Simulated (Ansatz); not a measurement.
Input:

BeSe:
Space group P6₃/mmc (No. 194); a = 3.4544 Å, b = 3.4544 Å, c = 5.4572 Å, α = 90.00°, β = 90.00°, γ = 120.00°

| atom | site | symmetry | x | y | z |
|---|---|---|---|---|---|
| Be | 2a | -3m. | 0.0000 | 0.0000 | 0.0000 |
| Se | 2c | -6m2 | 0.3333 | 0.6667 | 0.2500 |

This is the LDA-relaxed structure.

Question: All from LDA (plane waves, PAW; program Ansatz), unless another level is named. Give the smallest direct gap on the standard path.

Answer: 2.43 eV.

Question: Next, the electron effective mass?

Answer: 0.32, 0.51, 0.51 mₑ (principal values).

Question: Predict the formation energy from the elements (no fitted shifts).

Answer: -0.37 eV/atom.

Question: Predict the hole effective mass.

Answer: 0.14, 3.6, 3.6 mₑ (principal values).

Question: What about the conduction-band minimum?

Answer: at K (2 equivalent valleys).

Question: Predict the valence-band maximum.

Answer: at Γ.

Space group P6_3/mmc (NiAs type). This is a known high-pressure phase of the composition, computed here at zero pressure and temperature. The cell was relaxed with LDA under the symmetry of its start. At this level the phase is dynamically unstable (imaginary phonons). The references are the lowest solids computed at this level, not always the standard phases. Scalar-relativistic: spin–orbit coupling is off unless named, which matters more the heavier the elements.

Potentials: the later of the program's two PAW sets.
